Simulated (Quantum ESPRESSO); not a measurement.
# Where does C sit best among Si sites?

These are calculations, not measurements. They come from pw.x of Quantum ESPRESSO 7.5, a plane-wave density functional program, with PseudoDojo standard norm-conserving files (v0.5 for PBE, v0.4.1 for LDA and PBEsol). The cells are made up: elements, strain and atom displacements were drawn at random, and nothing was relaxed. There is no spin polarisation, spin-orbit coupling or dispersion term.

The cell has 8 sites of a zincblende or diamond lattice. Sites 1 to 4 hold X X X X; sites 5 to 8 hold Si Si Si Si. Cell vectors in Å: (5.593, 0.010, -0.005); (0.010, 5.663, -0.052); (-0.005, -0.052, 5.601). Settings: PBE, cutoff 1116 eV, 6 x 6 x 6 k mesh shifted by half a step, Fermi-Dirac smearing of 0.1 eV.

In each run one of the sites marked X holds C and the others hold Si; cell and positions stay the same. E is the free energy of the cell.

```
site of the guest,first shell,mean distance (Å),E above the lowest (eV),P (GPa),force on the guest (eV/Å)
1,Si4,2.433,0.398,-11.41,0.256
2,Si4,2.432,0.393,-11.42,0.451
3,Si4,2.409,0.000,-12.17,0.608
4,Si4,2.467,0.599,-10.89,0.343
```

A rerun of one of these cells at 1347 eV and k mesh 8 x 8 x 8 moved values by no more than 0.003 eV in the cell's energy, 0.02 GPa in stress and 0.003 eV/Å in force.

## Reading the table

Site 3 is lowest, by 0.393 eV, over three times the rerun's bound. A straight line of energy against the mean distance has a slope of 9.8 ± 2.6 eV/Å, so the guest costs less on the tighter sites. The positions are random and not relaxed, so the differences hold for this frozen cell and are not site preferences of a real crystal.